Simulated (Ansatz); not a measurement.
In the program Ansatz at the r²SCAN level (PAW), C in the cubic phase (Im-3m; C on 16f) relaxes to a = 4.858 Å.

The Kohn–Sham gap is 3.06 eV (indirect). The valence maximum lies at H and the conduction minimum on the Γ–P line, 64 % of the way from Γ (8 equivalent valleys). The screened hybrid HSE06 puts the gap at 4.11 eV. The electron mass is 0.46, 0.46, 0.73 mₑ (principal values).

An equation-of-state fit gives a bulk modulus of 321 GPa. The relaxed-ion elastic constants in GPa are C11 = 514, C12 = 225, C44 = 303. The elastic constants imply a Debye temperature near 1540 K.

The start of the workflow was typed in or built on a structure type; neither database checked (COD, Materials Project) lists it. It is not the phase usual at ambient conditions (space group No. 194, 227). Symmetry was held in the r²SCAN relaxation; its stability against distortions is not shown here.

Potentials: the earlier of the program's two PAW sets.
